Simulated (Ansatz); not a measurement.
Ta (fcc (Cu type), space group No. 225) at seven volumes, r²SCAN in the plane-wave PAW code Ansatz, scaled uniformly. One row is withheld.

| V (Å³/atom) | P (GPa) |
|---|---|
| 16.944 | 22.31 |
| 17.503 | 13.78 |
| 18.061 | 6.38 |
| 18.620 | -0.01 |
| 19.178 | -5.57 |
| 19.737 | ? |
| 20.296 | -14.69 |

Q: Fit the shown pressures and predict the withheld one.

A: Third-order Birch–Murnaghan: P = (3/2)B₀(x^(7/2) − x^(5/2))[1 + (3/4)(B′ − 4)(x − 1)] with x = (V₀/V)^(2/3). Least squares on the six rows gives V₀ = 18.618 Å³/atom, B₀ = 199.3 GPa, B′ = 3.66. At V = 19.737, x = 0.9618 and P = -10.45 GPa. The run itself gave -10.44 GPa.

Space group Fm-3m (fcc (Cu type)). The cell is a constructed one: a structure type filled with these elements; the Crystallography Open Database files this formula in space group No. 225, but the cells were not matched. It is not the phase usual at ambient conditions (space group No. 229). The r²SCAN relaxation kept the symmetry of its start. At this level the phase is mechanically unstable. The run is not spin-polarised. Scalar-relativistic: spin–orbit coupling is off unless named, which matters more the heavier the elements.

Potentials: the later of the program's two PAW sets.
